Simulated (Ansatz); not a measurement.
WS2 (2H-MoS2 type, space group P6_3/mmc)

```yaml
crystal:
  lattice:
    - [3.15429, 0.00000, 0.00000]
    - [-1.57715, 2.73170, 0.00000]
    - [0.00000, 0.00000, 12.14086]
  atoms:
    - { symbol: W, position: [0.33333, 0.66667, 0.25000] }
    - { symbol: W, position: [0.66667, 0.33333, 0.75000] }
    - { symbol: S, position: [0.33333, 0.66667, 0.62030] }
    - { symbol: S, position: [0.66667, 0.33333, 0.12030] }
    - { symbol: S, position: [0.66667, 0.33333, 0.37970] }
    - { symbol: S, position: [0.33333, 0.66667, 0.87970] }
```

In each cell atom 5 (S, nearest neighbour W at 2.408 Å; its periodic images, 3.2 Å or more away, move with it) moves by s·(1.000, 0.000, 0.000) (along Cartesian x), the rest being held.

These are PBE-D3(BJ) (plane waves to 420 eV, PAW, scalar-relativistic; Ansatz, a first-principles code) values and carry that method's errors. k mesh 10×10×3 (Γ-centred), Fermi-Dirac smearing 0.05 eV. The energy includes the smearing's −TS. Spin-orbit coupling is left out, though W is heavy. The PAW data are Ansatz's earlier set. WS2 is run without spin polarisation. WS2 was relaxed with its symmetry unable to fall. ΔE is measured from the undisplaced structure.

```tsv
s (Å)	ΔE (meV/cell)
-0.240	298.9
-0.192	191.8
-0.144	withheld
-0.096	48.1
-0.048	12.0
0.000	0.0
0.048	12.0
0.096	48.1
0.144	withheld
0.192	191.8
0.240	298.9
```

### Question
Fit an even polynomial form (powers 2, 4) to the given rows and predict ΔE at s = 0.144.

### Answer
Least squares on the 9 given rows: ΔE = (5226)·s² + (-639.6)·s⁴, in meV/cell with s in Å; root-mean-square residual 0.02 meV/cell. At 0.144 the fit gives 108.1 meV/cell; the calculation gives 108.1 meV/cell, the same to the digits shown. The quadratic term alone would give 108.4 meV/cell.

(A displaced cell: forces are minus the slopes of the energy, force constants its curvatures, and phonons follow from these.)
